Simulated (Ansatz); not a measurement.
CdI2:
```yaml
crystal:
  lattice:
    - [4.24247, 0.00000, 0.00000]
    - [-2.12124, 3.67409, 0.00000]
    - [0.00000, 0.00000, 6.82394]
  atoms:
    - { symbol: Cd, position: [0.00000, 0.00000, 0.00000] }
    - { symbol: I, position: [0.33333, 0.66667, 0.25348] }
    - { symbol: I, position: [0.66667, 0.33333, 0.74652] }
```

Relaxed with PBE+D3(BJ).

Task: Map the electron localisation function on the plane through (0.000, 0.000, 0.000) spanned by u = [0, 0, 1] and v = [1, -1, 0] in lattice vectors, from PBE+D3(BJ) (plane waves, PAW; program Ansatz).

Result: x is the fraction of u, y of v (the angle between them is 90°; rows are the nearest grid lines); atoms in the plane: Cd at (0.00, 0.00), I at (0.25, 0.33), I at (0.75, 0.67).
```
|99754211000000000000000000011245799|
|76543211000000000000000000111134567|
|55432111000000000000011122111123455|
|22211110000000000002456777764211122|
|11111100000000000014678888877532111|
|11000000000000000157887776667776421|
|21000000000000001478876543345667752|
|31000000000000001578876421124667753|
|31000000000000002588776314313567753|
|21000000000000001478876421124667752|
|10001123343321000157887766666677531|
|00124677777776310013678877777764210|
|01246777777887631001367777777642100|
|13577666666778875100012334332110001|
|25776642112467887410000000000000012|
|35776531341367788520000000000000013|
|35776642112467887510000000000000013|
|25776654334567887410000000000000012|
|12467776667778875100000000000000011|
|11123577888887641000000000000111111|
|22111246777765420000000000001111222|
|55432111122111000000000000011123455|
|76543111100000000000000000011234567|
|99754211000000000000000000011245799|
```
Scale: ten equal steps from 0.002 (start of '0') to 0.921 (end of '9'), in the order '0123456789'; x runs from 0.000 to 1.00, y from 0.000 (bottom) to 1.00 (top).

The density is the valence pseudo-density with augmentation charge, so density and ELF within about 1 Å of a nucleus are not all-electron values.

Space group P-3m1 (CdI2 type). The PBE+D3(BJ) relaxation kept the symmetry of its start; phonons on a q-mesh show no instability. Scalar-relativistic: spin–orbit coupling is off unless named, which matters more the heavier the elements.

Potentials: the later of the program's two PAW sets.
